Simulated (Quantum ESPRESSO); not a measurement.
Empty bands for a GW run on Mg2ZnO3 (space group P-3m1, No. 164): 127 bands on a 6×6×2 mesh, PBEsol, PseudoDojo standard norm-conserving files, scalar-relativistic, Quantum ESPRESSO. The input, in which only the diagonalization keyword changes:

```
&CONTROL
  calculation = 'nscf'
  pseudo_dir = './pseudo'
  outdir = './out'
/
&SYSTEM
  ibrav = 0
  nat = 6
  ntyp = 3
  ecutwfc = 84.0
  ecutrho = 336.0
  occupations = 'fixed'
  force_symmorphic = .true.
  nbnd = 127
/
&ELECTRONS
  conv_thr = 6.000000000000001e-09
  diago_full_acc = .true.
  diago_thr_init = 1e-08
  diagonalization = 'david'
/
ATOMIC_SPECIES
O 15.9990 O.upf
Mg 24.3050 Mg.upf
Zn 65.3800 Zn.upf
CELL_PARAMETERS angstrom
  3.032999978000   0.000000000000   0.000000000000
 -1.516499989000   2.626655031000   0.000000000000
  0.000000000000   0.000000000000   7.403320000000
ATOMIC_POSITIONS crystal
O   0.333333333000   0.666666667000   0.172620000000
O   0.666666667000   0.333333333000   0.827380000000
O   0.000000000000   0.000000000000   0.500000000000
Mg   0.333333333000   0.666666667000   0.665800000000
Mg   0.666666667000   0.333333333000   0.334200000000
Zn   0.000000000000   0.000000000000   0.000000000000
K_POINTS automatic
6 6 2 0 0 0
```

| diagonalization | mean iterations per k point | rough time | largest change of an eigenvalue (eV) |
|---|---|---|---|
| david | 21 | 1 | – |
| cg | 38 | about 5× | 3e-07 |
| paro | 13 | within a factor of two | 2e-08 |

An iteration means different work in each solver, so the counts don't rank them. Times are rough ratios from shared machines.

Geometry of the Materials Project entry, not relaxed at this level.
